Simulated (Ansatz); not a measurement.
Zr3Ge:
```
Zr3Ge
1.0
    0.00000     3.44149     3.44149
    3.44149     0.00000     3.44149
    3.44149     3.44149     0.00000
Ge Zr
1 3
Direct
  0.00000   0.00000   0.00000
  0.50000   0.50000   0.50000
  0.25000   0.25000   0.25000
  0.75000   0.75000   0.75000
```

Relaxed with PBE. Special points in fractions of this cell's reciprocal vectors: Γ (0.000, 0.000, 0.000); X (0.500, 0.000, 0.500); U (0.625, 0.250, 0.625); K (0.375, 0.375, 0.750); L (0.500, 0.500, 0.500); W (0.500, 0.250, 0.750).

Task: List the band energies nearest the Fermi level at these points for the program Ansatz at the PBE level (PAW).

Result: In eV from the Fermi level; about four levels below and three above (degenerate sets whole), none deeper than 8.9 eV; points with the same levels are listed once.

```tsv
k	below	above
Γ	-2.84 -2.84 -2.84 -2.33 -2.33 -0.12	0.11 0.11 0.11
X	-1.70 -1.70 -0.63 -0.43 -0.43	1.08 1.69 1.69
U	-1.80 -0.82 -0.81 -0.05	0.21 1.02 1.04
L	-3.02 -3.02 -0.80 -0.67 -0.67	0.07 0.07 0.72
W	-1.80 -0.68 -0.68 -0.21	0.61 0.61 0.83
```

Space group Fm-3m. A made-up cell: these elements were put on the sites of a structure type; neither database checked (COD, Materials Project) lists it. Its standing as an ambient phase is unchecked. Symmetry was held in the PBE relaxation; whether a distortion lowers the energy is not shown. The run is not spin-polarised. Spin–orbit coupling is left out wherever it is not named.

Potentials: the later of the program's two PAW sets.
